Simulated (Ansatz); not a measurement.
BP:
```
CELL_PARAMETERS angstrom
      2.71062     0.00000     0.00000
      0.00000     2.71062     0.00000
      0.00000     0.00000     2.71062
ATOMIC_POSITIONS crystal
  B  0.00000 0.00000 0.00000
  P  0.50000 0.50000 0.50000
```

This is the r²SCAN-relaxed structure.

Question: All from the program Ansatz at the r²SCAN level (PAW), unless another level is named. Predict the electronic character.

Answer: metallic (no gap).

Question: And the formation energy from the elements (no fitted shifts)?

Answer: 1.63 eV/atom.

Question: Give the density of states at the Fermi level.

Answer: 0.37 states/eV per atom (mean over ±0.08 eV).

Space group Pm-3m (CsCl type). The cell is a constructed one: a structure type filled with these elements; neither database checked (COD, Materials Project) lists it. It is not the phase usual at ambient conditions (space group No. 216). Symmetry was held in the r²SCAN relaxation. At this level the phase is mechanically unstable. The references are the lowest solids computed at this level, not always the standard phases.

Potentials: the later of the program's two PAW sets.
